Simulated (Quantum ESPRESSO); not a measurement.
# Moving one atom in Al3RuTaW3

These are calculations, not measurements. They come from Quantum ESPRESSO 7.5, a public plane-wave density functional program. Each row is one single-point run on a made-up periodic cell of eight metal atoms, with elements, volume, strain and displacements drawn at random and not relaxed, so a cell may be unstable or far from any real phase. There is no spin polarisation or spin-orbit coupling.

Settings: PBE unless stated; PseudoDojo standard norm-conserving files; Fermi-Dirac width 0.25 eV, which means electrons at about 2900 K; cutoff 1143 eV; 5 x 5 x 5 k mesh shifted half a step off Gamma. E is the free energy of the whole cell (internal energy minus TS), so a -TS column is already part of it. Stress is positive in tension, and the pressure P is minus a third of its trace.

Checks: one run of this series was repeated at a higher cutoff and on a denser mesh, which moved values by no more than 0.002 eV, 0.02 GPa and 0.006 eV/Å, and a second program with other atomic files agreed on it to 2 % rms in force and 0.5 GPa in pressure. Known limits: heavy elements are run without spin-orbit coupling, which real alloys of them have; a spin test at this wide smearing found no moment, but such smearing suppresses magnetism that the real alloy may have.

The lattice is hexagonal close-packed, and the cell vectors in Å are (4.290, -2.447, -0.009); (-2.874, -0.040, -4.652); (2.826, 4.836, 0.073), a volume of 128.28 Å³. The elements on sites 1 to 8 are Al W W Al Al W Ta Ru. The runs move the Ru atom on site 8 by u along y from its drawn, already displaced place and keep all else fixed. Forces are on that atom, and E is counted from run 5.

| run | u (Å) | Fx (eV/Å) | Fy (eV/Å) | Fz (eV/Å) | P (GPa) | E (meV) |
|---|---|---|---|---|---|---|
| 1 | -0.1840 | 0.929 | 1.251 | -0.086 | -0.37 | 96.9 |
| 2 | -0.1219 | 1.010 | 0.769 | -0.067 | -0.63 | 34.2 |
| 3 | -0.1050 | ? | ? | ? | ? | ? |
| 4 | -0.0177 | 1.158 | -0.041 | -0.076 | -0.66 | -3.7 |
| 5 | 0.0083 | 1.195 | -0.242 | -0.084 | -0.59 | 0.0 |
| 6 | 0.1226 | 1.335 | -1.121 | -0.142 | 0.04 | 77.9 |
| 7 | 0.1682 | 1.375 | -1.477 | -0.171 | 0.44 | 137.1 |

## Worked fit

A parabola through the runs shown gives Fy = -0.177 - 7.74 u + 0.1 u² eV/Å, with an error of 0.01 on the linear term and a scatter of 0.002 eV/Å. Minus its integral from run 1 to run 7 is 40 meV, and the table's energies differ by 40 meV.

## Withheld run

Question: what Fy should run 3 give?

The fit gives 0.637 ± 0.002 eV/Å. The calculation gave 0.637 eV/Å.
